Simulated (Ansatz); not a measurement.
SiGe:
```
SiGe
1.0
    3.59555     0.00000     0.00000
   -1.79777     3.11383     0.00000
    0.00000     0.00000     3.28046
Ge Si
1 1
Direct
  0.00000   0.00000   0.00000
  0.66667   0.33333   0.50000
```

Relaxed with PBE. Special points in fractions of this cell's reciprocal vectors: Γ (0.000, 0.000, 0.000); M (0.500, 0.000, 0.000); K (0.333, 0.333, 0.000); A (0.000, 0.000, 0.500); L (0.500, 0.000, 0.500); H (0.333, 0.333, 0.500).

### Question
List the band energies nearest the Fermi level at these points for the program Ansatz at the PBE level (PAW).

### Answer
In eV from the Fermi level; about four levels below and three above (degenerate sets whole), none deeper than 8.9 eV; points with the same levels are listed once.

```json
[
 {"k": "Γ", "below": "-0.45", "above": "0.11 0.11 0.20"},
 {"k": "M", "below": "-8.22 -2.09", "above": "0.45 2.05 4.27"},
 {"k": "K", "below": "-8.49 -5.14", "above": "3.26 3.28 5.16"},
 {"k": "A", "below": "–", "above": "3.04 3.04 3.19 3.19"},
 {"k": "L", "below": "-7.32 -6.44 -4.71 -4.48", "above": "1.17 1.38 3.84"},
 {"k": "H", "below": "-4.72 -4.65 -1.79 -1.57", "above": "8.75 9.54 10.49"}
]
```

Space group P-6m2. A made-up cell: these elements were put on the sites of a structure type; neither database checked (COD, Materials Project) lists it. Its standing as an ambient phase is unchecked. The cell was relaxed with PBE under the symmetry of its start; whether a distortion lowers the energy is not shown. Scalar-relativistic: spin–orbit coupling is off unless named, which matters more the heavier the elements.

Potentials: the earlier of the program's two PAW sets.
